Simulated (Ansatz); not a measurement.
Given:

NbNO:
Space group I4₁md (No. 109); a = 3.886 Å, b = 3.886 Å, c = 10.125 Å, α = 90.00°, β = 90.00°, γ = 90.00°

```tsv
atom	site	symmetry	x	y	z
Nb	4a	2mm.	0.0000	0.0000	0.7635
N	4a	2mm.	0.0000	0.0000	0.9531
O	4a	2mm.	0.0000	0.0000	0.5334
```
(The calculation used a cell of 6 atoms; values per cell refer to that cell.)

This is the LDA-relaxed structure.

Q: All from LDA (plane waves, PAW; program Ansatz), unless another level is named. Give the smallest direct gap on the standard path.

A: 1.38 eV.

Q: And the band gap?

A: 0.99 eV (indirect).

Q: Next, the electron effective mass?

A: 0.23, 0.23, 2.5 mₑ (principal values).

Q: And the formation energy from the elements (no fitted shifts)?

A: -1.86 eV/atom.

Q: Predict the conduction-band minimum.

A: at Γ.

Q: Give the valence-band maximum.

A: at M.

Space group I4_1md. The workflow started from a Materials Project entry (that database holds measured and hypothetical structures alike); the Crystallography Open Database copy checked does not list it. COD files the formula under space group No. 14. Its standing as an ambient phase is unchecked. The cell was relaxed with LDA under the symmetry of its start; whether a distortion lowers the energy is not shown. The run is not spin-polarised. The references are the lowest solids computed at this level, not always the standard phases (solids in place of the gases). Spin–orbit coupling is left out wherever it is not named.

Potentials: the later of the program's two PAW sets.
